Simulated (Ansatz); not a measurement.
Relaxed-ion elastic tensor of InIr3N (anti-perovskite, Pm-3m) in GPa (Voigt order), the program Ansatz at the r²SCAN level (PAW); density 16.61 g/cm³, 14.11 Å³ per atom.

```
 325   225   225   0.0   0.0   0.0
 225   325   225   0.0   0.0   0.0
 225   225   325   0.0   0.0   0.0
 0.0   0.0   0.0  23.0   0.0   0.0
 0.0   0.0   0.0   0.0  23.0   0.0
 0.0   0.0   0.0   0.0   0.0  23.0
```

### Question
Is the crystal mechanically stable?

### Answer
Yes: the smallest eigenvalue of C is 23.0 GPa.

### Question
Work out the Voigt, Reuss and Hill averages.

### Answer
K_V = 258, K_R = 258, K_H = 258; G_V = 33.9, G_R = 29.4, G_H = 31.7 GPa.

### Question
Give Young's modulus, Poisson's ratio, Pugh's ratio and the universal anisotropy index.

### Answer
E = 9KG/(3K + G) = 91.3 GPa; ν = 0.44; K/G = 8.16 (ductile by the Pugh limit of 1.75); A_U = 5G_V/G_R + K_V/K_R − 6 = 0.78.

### Question
Estimate the sound speeds and the Debye temperature.

### Answer
v_l = √((K + 4G/3)/ρ) = 4250 m/s, v_t = √(G/ρ) = 1380 m/s, mean 1570 m/s; Θ = (h/k)(3n/4πV)^(1/3) v_m = 194 K.

### Question
Give the Zener ratio and Young's modulus along [100], [110] and [111].

### Answer
A = 2C44/(C11 − C12) = 0.46; 1/E = S11 − 2(S11 − S12 − S44/2)Γ with Γ = 0, 1/4, 1/3 gives 142, 77.2, 67.0 GPa.

### Question
Solve the Christoffel equation for the three sound speeds along [100], [110], [111].

### Answer
Eigenvalues of C_ijkl n_j n_l equal ρv². In km/s, slowest first: [100] 1.18, 1.18, 4.43; [110] 1.18, 1.74, 4.24; [111] 1.58, 1.58, 4.17.

The start of the workflow was typed in or built on a structure type; neither database checked (COD, Materials Project) lists it. Its standing as an ambient phase is unchecked. The cell was relaxed with r²SCAN under the symmetry of its start; its stability against distortions is not shown here. The workflow began spin-polarised and lost its moments. Its formation energy is positive at this level, so the cell may be metastable or incomplete. As this level gives no gap, shear constants depend on the k-mesh and smearing (Fermi–Dirac, 0.1 eV here). On the denser mesh and wider smearing of the elastic run this cell carries a stress of 0.3 GPa. Spin–orbit coupling is left out wherever it is not named.

Potentials: the later of the program's two PAW sets.
